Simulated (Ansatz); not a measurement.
Consider the following.

NbSi$_{2}$:
```
CELL_PARAMETERS angstrom
     -1.64099     1.64099     4.13154
      1.64099    -1.64099     4.13154
      1.64099     1.64099    -4.13154
ATOMIC_POSITIONS crystal
  Nb 0.00000 0.00000 0.00000
  Si 0.33140 0.33140 0.00000
  Si 0.66860 0.66860 0.00000
```

This is the PBE-relaxed structure.

Question: All from PBE in the plane-wave PAW code Ansatz, unless another level is named. Give the electronic character.

Answer: metallic (no gap).

Question: Next, the density of states at the Fermi level?

Answer: 0.31 states/eV per atom (mean over ±0.08 eV).

Question: Give the formation energy from the elements (no fitted shifts).

Answer: -0.45 eV/atom.

Space group I4/mmm (MoSi2 or CaC2 type). The cell is a constructed one: a structure type filled with these elements; neither database checked (COD, Materials Project) lists it. COD files the formula under space group No. 180, 181, so this cell is another polymorph or a model. Its standing as an ambient phase is unchecked. The cell was relaxed with PBE under the symmetry of its start; whether a distortion lowers the energy is not shown. The run is not spin-polarised. The references are the lowest solids computed at this level, not always the standard phases. Scalar-relativistic: spin–orbit coupling is off unless named, which matters more the heavier the elements.

Potentials: the later of the program's two PAW sets.
